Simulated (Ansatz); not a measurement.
With the program Ansatz at the PBE level (PAW), NiGe in the orthorhombic phase (Pnma; Ni on 4c, Ge on 4c) relaxes to a = 5.378 Å, b = 3.497 Å, c = 5.840 Å. Against the elements it lies at -304 meV/atom, with no fitted shifts.

Electronic character: metallic (no gap). Gap from PBE with spin–orbit coupling: none (metallic).

An equation-of-state fit gives a bulk modulus of 131 GPa.

The PBE relaxation kept the symmetry of its start. The run is not spin-polarised. The references are the lowest solids computed at this level, not always the standard phases. Spin–orbit coupling is left out wherever it is not named.

Potentials: the earlier of the program's two PAW sets.
